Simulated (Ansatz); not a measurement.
Profile along the Sc–Sc line in Sc (hcp, Mg type)

Sc (hcp, Mg type)

```cif
data_Sc2
_chemical_formula_sum 'Sc2'
_space_group_name_H-M_alt 'P 1'
_space_group_IT_number 1
_cell_length_a 3.27714
_cell_length_b 3.27714
_cell_length_c 5.08539
_cell_angle_alpha 90.000
_cell_angle_beta 90.000
_cell_angle_gamma 120.000
loop_
_space_group_symop_operation_xyz
  'x, y, z'
loop_
_atom_site_label
_atom_site_type_symbol
_atom_site_fract_x
_atom_site_fract_y
_atom_site_fract_z
_atom_site_occupancy
Sc1 Sc 0.33333 0.66667 0.75000 1
Sc2 Sc 0.66667 0.33333 0.25000 1
```

Fields along a shortest Sc–Sc line of a (-1 1 0 2) plane (3.28 Å), from Sc to Sc, interpolated on the slice's grid (step about 0.3 Å). Calculation: PBEsol (plane waves to 420 eV, PAW, scalar-relativistic; Ansatz, a first-principles code). k mesh 16×16×9. Near the nuclei the fields are pseudised (PAW); where an atom keeps semicore shells as valence, they peak there. Sc is run without spin polarisation. Sc was relaxed with its symmetry unable to fall.

| distance from Sc (Å) | valence electron density (e/Å³) | electron localisation function |
|---|---|---|
| 0.00 | 7.43 | x |
| 0.16 | 7.38 | x |
| 0.33 | 6.60 | x |
| 0.49 | 4.70 | x |
| 0.66 | 2.44 | 0.74 |
| 0.82 | 0.99 | 0.55 |
| 0.98 | 0.38 | 0.25 |
| 1.15 | 0.19 | 0.09 |
| 1.31 | 0.14 | 0.11 |
| 1.48 | 0.12 | 0.22 |
| 1.64 | 0.12 | 0.28 |
| 1.80 | 0.12 | 0.22 |
| 1.97 | 0.14 | 0.11 |
| 2.13 | 0.19 | 0.09 |
| 2.30 | 0.38 | 0.25 |
| 2.46 | 0.99 | 0.55 |
| 2.62 | 2.44 | 0.74 |
| 2.79 | 4.70 | x |
| 2.95 | 6.60 | x |
| 3.12 | 7.38 | x |
| 3.28 | 7.43 | x |

x: too close to a nucleus for the ELF to mean much.

Density on the Sc–Sc line (3.28 Å) at its midpoint: 0.12 e/Å³. ELF at that point: 0.28.
